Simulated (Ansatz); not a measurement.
TiB₂ (AlB2 type, space group P6/mmm)

```yaml
crystal:
  lattice:
    - [6.06397, 0.00000, 0.00000]
    - [-1.51599, 2.62578, 0.00000]
    - [3.03199, 0.00000, 3.22435]
  atoms:
    - { symbol: Ti, position: [0.00000, 0.00000, 0.00000] }
    - { symbol: Ti, position: [0.50000, 0.00000, 0.00000] }
    - { symbol: B, position: [0.91667, 0.66667, 0.50000] }
    - { symbol: B, position: [0.41667, 0.66667, 0.50000] }
    - { symbol: B, position: [0.08333, 0.33333, 0.50000] }
    - { symbol: B, position: [0.58333, 0.33333, 0.50000] }
```

A phonon eigenvector at L = (0.5, 0.0, 0.5) is frozen into this cell: atom i moves by Q times the vector below, so Q is the largest atomic displacement, in Å. The cell is held. (q is in reciprocal vectors of the primitive cell; the cell shown is doubled to hold the pattern.)

```
atom       x       y      z
----  ------  ------  -----
Ti1   -0.500   0.866  0.000
Ti2    0.500  -0.866  0.000
```

Atoms not listed stay in place.

The numbers are results of PBE (plane waves to 420 eV, PAW, scalar-relativistic; Ansatz, an electronic-structure program), not measurements. k mesh 18×18×18 (Γ-centred), Fermi-Dirac smearing 0.05 eV. The energy includes the smearing's −TS. Stress and pressure are positive under compression. With partly filled bands, energies and forces of such displacements shift with the k mesh and the smearing. TiB2 is run without spin polarisation. TiB2 was relaxed with its symmetry unable to fall. The zero of ΔE is the undisplaced structure.

Question: Predict the ΔE (meV/cell) and P (GPa) at Q (Å) = -0.280, -0.233, -0.140, -0.093, 0.233.

Answer: 
| Q (Å) | ΔE (meV/cell) | P (GPa) |
|---|---|---|
| -0.280 | 1501 | 9.7 |
| -0.233 | 1063 | 6.9 |
| -0.140 | 396 | 2.5 |
| -0.093 | 178 | 1.1 |
| 0.233 | 1063 | 6.9 |

(For displaced atoms, the force is minus the slope of the energy, and its curvature is a force constant, which sets phonon frequencies.)
